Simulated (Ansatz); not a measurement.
ZrSe:
```xyz
2
Lattice="3.3583 0.0000 0.0000 0.0000 3.3583 0.0000 0.0000 0.0000 3.3583" Properties=species:S:1:pos:R:3 pbc="T T T"
Zr     0.0000     0.0000     0.0000
Se     1.6792     1.6792     1.6792
```

Relaxed with PBE. Special points in fractions of this cell's reciprocal vectors: Γ (0.000, 0.000, 0.000); X (0.000, 0.500, 0.000); M (0.500, 0.500, 0.000); R (0.500, 0.500, 0.500).

Task: List the band energies nearest the Fermi level at these points for PBE in the plane-wave PAW code Ansatz.

Result: In eV from the Fermi level; about four levels below and three above (degenerate sets whole), none deeper than 8.9 eV; points with the same levels are listed once.

```csv
k,below,above
Γ,-2.49 -2.49 -2.29 -2.29 -2.29,1.90 2.18 2.18 2.18
X,-7.82 -3.32 -3.32 -1.48,2.58 3.17 4.44 4.44
M,-5.67 -5.67 -2.23 -1.25,0.35 0.35 0.83
R,-6.76 -6.76 -6.76,2.97 2.97 2.97
```

Space group Pm-3m (CsCl type). A made-up cell: these elements were put on the sites of a structure type; neither database checked (COD, Materials Project) lists it. Whether it is the stable phase at ambient conditions was not checked. The PBE relaxation kept the symmetry of its start; its stability against distortions is not shown here. No spin polarisation was allowed. Spin–orbit coupling is left out wherever it is not named.

Potentials: the earlier of the program's two PAW sets.
